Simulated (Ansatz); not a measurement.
Given:

PtS₂ (CdI2 type)

```
CELL_PARAMETERS angstrom
      3.55229     0.00000     0.00000
     -1.77615     3.07638     0.00000
      0.00000     0.00000     5.12797
ATOMIC_POSITIONS crystal
  Pt 0.00000 0.00000 0.00000
  S  0.33333 0.66667 0.23907
  S  0.66667 0.33333 0.76093
```

In each cell atom 2 (S, nearest neighbour Pt at 2.389 Å; its periodic images, 3.6 Å or more away, move with it) moves by s·(-0.743, 0.429, -0.513) (towards the nearest neighbour), the rest being held.

Computed with r2SCAN+rVV10 (plane waves to 500 eV, PAW, scalar-relativistic; Ansatz, an electronic-structure program). k mesh 9×9×5 (Γ-centred), Fermi-Dirac smearing 0.05 eV. The energy includes the smearing's −TS. As the smearing reaches across the gap at some points, energies and forces of such displacements shift with the k mesh and the smearing. PtS2 is run without spin polarisation. PtS2 was relaxed with its symmetry unable to fall. Spin-orbit coupling is left out, though Pt is heavy. ΔE is measured from the undisplaced structure.

The scan covers s from -0.480 to 0.480 Å in 11 points.

**Question.** Is the energy the same for displacements of ±0.480 Å, and if not, which side lies higher?

**Answer.** Not even: the positive side lies higher at ±0.480 Å. With its periodic images moving along, the atom's site symmetry in this cell is 3m..

**Question.** What force acts on the atom along the line at s = -0.480 Å?

**Answer.** 1.95 eV/Å.

**Question.** What is the energy change at s = 0.480 Å?

**Answer.** 2267 meV/cell.

**Question.** What is the force constant k = d²E/ds² of this move at s = 0?

**Answer.** 10.3 eV/Å².

(For displaced atoms, the force is minus the slope of the energy, and its curvature is a force constant, which sets phonon frequencies.)
